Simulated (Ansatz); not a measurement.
A relaxed cell of AlB2N3 is given with its symmetry left out. The cell was found from a structure generator's guess, not taken from experiment.

Level of theory: DFT PBE, scalar-relativistic, plane waves, PAW in Ansatz. Cutoff 420 eV, Γ-centred mesh, Gaussian smearing, no spin polarisation.

```cif
data_structure
_symmetry_space_group_name_H-M 'P 1'
_symmetry_Int_Tables_number 1
_cell_length_a 4.7552
_cell_length_b 4.7552
_cell_length_c 7.0119
_cell_angle_alpha 90.000
_cell_angle_beta 90.000
_cell_angle_gamma 120.000
_cell_volume 137.31
loop_
_atom_site_label
_atom_site_type_symbol
_atom_site_fract_x
_atom_site_fract_y
_atom_site_fract_z
_atom_site_occupancy
Al1 Al 0.33333 0.66667 0.00000 1
Al2 Al 0.66667 0.33333 0.00000 1
B1 B 0.00000 0.00000 0.00000 1
B2 B 0.66823 0.66823 0.50000 1
B3 B 0.33177 0.00000 0.50000 1
B4 B 0.00000 0.33177 0.50000 1
N1 N 0.33333 0.66667 0.50000 1
N2 N 0.00000 0.00000 0.50000 1
N3 N 0.66667 0.33333 0.50000 1
N4 N 0.70820 0.70820 0.00000 1
N5 N 0.29180 0.00000 0.00000 1
N6 N 0.00000 0.29180 0.00000 1
```

Energies over the elements count from the elements' standard structures at the same level (N₂ as a molecule), with no fitted energy shifts.

(1) What space group does it have?

(2) How far does it lie from the elements in energy?

(3) Is it a metal?

## Answers

(1) P-62m (No. 189). Conventional cell: a = 4.755 Å, c = 7.012 Å. Al is surrounded by 3 N at 1.69 Å; B on a site of symmetry -62m has 3 N at 1.39 Å; B on a site of symmetry m2m has 3 N at 1.58–1.59 Å; around N on a site of symmetry -6 lie 3 B at 1.59 Å; 2 more sites not described.

(2) −0.740 eV/atom.

(3) No, the gap on the 6×6×4 mesh is 3.11 eV.

The last run used a 6×6×4 mesh (in the run's order of axes) for its 12-atom cell and Gaussian smearing of 0.02 eV. Weakly bound directions are ill-defined at this level, which has no dispersion term. Kohn–Sham gaps at this level usually fall short of measured ones. Symmetry constrained the relaxation, so the result can be a saddle point. Another cell of AlB2N3 relaxed alike, in P-1, lies 0.32 eV/atom lower, so this cell isn't the stable form at this level.
